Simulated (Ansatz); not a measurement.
CaF₂:
```yaml
crystal:
  lattice:
    - [0.00000, 2.72026, 2.72026]
    - [2.72026, 0.00000, 2.72026]
    - [2.72026, 2.72026, 0.00000]
  atoms:
    - { symbol: Ca, position: [0.00000, 0.00000, 0.00000] }
    - { symbol: F, position: [0.75000, 0.75000, 0.75000] }
    - { symbol: F, position: [0.25000, 0.25000, 0.25000] }
```

Relaxed with r²SCAN.

### Question
Map the electron localisation function on the plane through (0.000, 0.000, 0.000) spanned by u = [1, 0, 0] and v = [-1, 1, 1] in lattice vectors, from r²SCAN (plane waves, PAW; program Ansatz).

### Answer
x is the fraction of u, y of v (the angle between them is 90°; rows are the nearest grid lines); atoms in the plane: Ca at (0.00, 0.00), F at (0.50, 0.75), F at (0.50, 0.25).
```
|89998300000000389998|
|99998200011000289999|
|99996002455420069999|
|98720168999985102789|
|54100489988998400245|
|00001699866899610000|
|00003799855899730000|
|00003789877898730000|
|00003689999998630000|
|00001246777764210000|
|00000012233221000000|
|00000000000000000000|
|00000000000000000000|
|00000012233221000000|
|00001246777764210000|
|00003689999998630000|
|00003789877898730000|
|00003799855899730000|
|00001699866899610000|
|54200489988998400145|
|98720158999986102789|
|99996002455420069999|
|99998200011000289999|
|89998300000000389998|
```
Scale: ten equal steps from 0.003 (start of '0') to 0.860 (end of '9'), in the order '0123456789'; x runs from 0.000 to 1.00, y from 0.000 (bottom) to 1.00 (top).

The density is the valence pseudo-density with augmentation charge, so density and ELF within about 1 Å of a nucleus are not all-electron values.

Space group Fm-3m (fluorite). Symmetry was held in the r²SCAN relaxation.

Potentials: the earlier of the program's two PAW sets.
